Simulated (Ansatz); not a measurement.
Each is relaxed and computed with r²SCAN in the plane-wave PAW code Ansatz. Which is the only metal?
A) Cu2SiTe3, Cc (Pearson symbol mS24)
B) NiS2, P2_1/c (Ni on 2a, S on 4e)
C) SiNi6Ge, P4/mmm (Pearson symbol tP8)
D) SiO2, P3_121 (Si on 3a, O on 6c)

C, SiNi6Ge, P4/mmm (Pearson symbol tP8). SiNi6Ge: metal; Cu2SiTe3: gap 0.40 eV (indirect); SiO2: gap 6.60 eV (indirect); NiS2: gap 0.33 eV (indirect). Standing as an ambient phase not checked: SiNi6Ge, P4/mmm (Pearson symbol tP8); Cu2SiTe3, Cc (Pearson symbol mS24); NiS2, P2_1/c (Ni on 2a, S on 4e). Weakly bound layers, chains or molecules computed without a dispersion correction, so cells and soft constants are ill determined: NiS2, P2_1/c (Ni on 2a, S on 4e). Perhaps ordered models of mixed-site phases: SiNi6Ge, P4/mmm (Pearson symbol tP8); Cu2SiTe3, Cc (Pearson symbol mS24). All cells were relaxed under the symmetry of their starts (and spin orders); stability against distortions was not tested throughout. Rows with no word on spin ran without spin polarisation. Scalar-relativistic: spin–orbit coupling is off unless named, which matters more the heavier the elements.

Potentials: the earlier of the program's two PAW sets.
